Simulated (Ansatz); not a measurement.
PbI$_{2}$:
```
PbI2
1.0
    7.41937     0.00000     0.00000
    0.00000     7.84126     0.00000
    0.00000     0.00000     4.80987
Pb I
2 4
Direct
  0.00000   0.00000   0.00000
  0.50000   0.50000   0.50000
  0.25464   0.34256   0.00000
  0.75464   0.15744   0.50000
  0.24536   0.84256   0.50000
  0.74536   0.65744   0.00000
```

Relaxed with PBE. Special points in fractions of this cell's reciprocal vectors: Γ (0.000, 0.000, 0.000); X (0.500, 0.000, 0.000); S (0.500, 0.500, 0.000); Y (0.000, 0.500, 0.000); Z (0.000, 0.000, 0.500); U (0.500, 0.000, 0.500); R (0.500, 0.500, 0.500); T (0.000, 0.500, 0.500).

Q: List the band energies nearest the valence-band maximum at these points for PBE in the plane-wave PAW code Ansatz.

A: In eV from the valence-band maximum; about four levels below and three above (degenerate sets whole), none deeper than 8.9 eV; points with the same levels are listed once.

| k | below | above |
|---|---|---|
| Γ | -0.41 -0.32 -0.29 -0.22 | 2.14 2.31 2.82 |
| X | -0.74 -0.74 -0.29 -0.29 | 2.76 2.76 3.46 3.46 |
| S | -0.68 -0.68 -0.53 -0.53 | 2.75 2.75 3.64 3.64 |
| Y | -0.71 -0.71 -0.30 -0.30 | 2.82 2.82 3.53 3.53 |
| Z | -0.63 -0.63 -0.46 -0.46 | 3.70 3.70 4.04 4.04 |
| U | -0.54 -0.54 -0.11 -0.11 | 2.21 2.21 4.11 4.11 |
| R | -0.64 -0.64 -0.44 -0.44 | 3.46 3.46 3.91 3.91 |
| T | -0.71 -0.71 -0.18 -0.18 | 2.14 2.14 4.17 4.17 |

Space group Pnnm. A made-up cell: these elements were put on the sites of a structure type; neither database checked (COD, Materials Project) lists it. It is not the phase usual at ambient conditions (space group No. 164). The cell was relaxed with PBE under the symmetry of its start; its stability against distortions is not shown here. Spin–orbit coupling is left out wherever it is not named.

Potentials: the later of the program's two PAW sets.
